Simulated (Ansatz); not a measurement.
Ca2Si3Ag:
```
Ca2Si3Ag
1.0
    0.00000     4.33037     7.17463
    4.14700     0.00000     7.17463
    4.14700     4.33037     0.00000
Ca Si Ag
4 6 2
Direct
  0.75268   0.24732   0.75268
  0.24732   0.75268   0.24732
  0.75000   0.75000   0.75000
  0.25000   0.25000   0.25000
  0.83690   0.32505   0.16310
  0.16310   0.67495   0.83690
  0.67495   0.16310   0.32505
  0.32505   0.83690   0.67495
  0.16197   0.16197   0.83803
  0.83803   0.83803   0.16197
  0.66656   0.66656   0.33344
  0.33344   0.33344   0.66656
```

Relaxed with r²SCAN.

Question: Map the valence electron density (e/Å³), cut off at 1 on the plane through (0.753, 0.247, 0.753) spanned by u = [1, 1, -1] and v = [1, -1, 1] in lattice vectors, from DFT-r²SCAN in the program Ansatz with PAW potentials.

Answer: x is the fraction of u, y of v (the angle between them is 90°; rows are the nearest grid lines); atoms in the plane: Ca at (0.00, 0.00), Ca at (0.50, 0.50), Ca at (0.00, 0.49), Ca at (0.50, 0.99), Si at (0.16, 0.25), Si at (0.66, 0.75), Si at (0.34, 0.75), Si at (0.84, 0.25), Ag at (0.17, 0.75), Ag at (0.67, 0.25).
```
|9991000000000000019999100000000000001999|
|9981000000000000019999100000000000001899|
|9940000000000000004994000000000000000499|
|1100113321111221100110011221111233110011|
|0001299994233333210000123333324999921000|
|0001699999443002310000132003449999961000|
|0001799999443002310000132003449999971000|
|0001599999333113210000123113339999951000|
|0000159972123332110000112333212799510000|
|5310011110011111001441001111100111100135|
|9930000000000000004994000000000000000399|
|9991000000000000019999100000000000001999|
|9991000000000000019999100000000000001999|
|9940000000000000004994000000000000000499|
|9610011110001110001441000111000111100169|
|0000123322125994100000014995212233210000|
|0001232233389999410000149999833322321000|
|0001320034499999710000179999944300231000|
|0001320034499999710000179999944300231000|
|0001233333259999310000139999523333321000|
|1100112221112442100000012442111222110011|
|9940000000000000003993000000000000000499|
|9981000000000000017997100000000000001899|
|9991000000000000019999100000000000001999|
```
Scale: ten equal steps from 0.041 (start of '0') to 1.00 (end of '9'), in the order '0123456789'; x runs from 0.000 to 1.00, y from 0.000 (bottom) to 1.00 (top).

The density is the valence pseudo-density with augmentation charge, so density and ELF within about 1 Å of a nucleus are not all-electron values.

Space group Fmmm. The workflow started from an entry of the Crystallography Open Database (COD). Whether it is the stable phase at ambient conditions was not checked. The cell was relaxed with r²SCAN under the symmetry of its start; its stability against distortions is not shown here. No spin polarisation was allowed.

Potentials: the later of the program's two PAW sets.
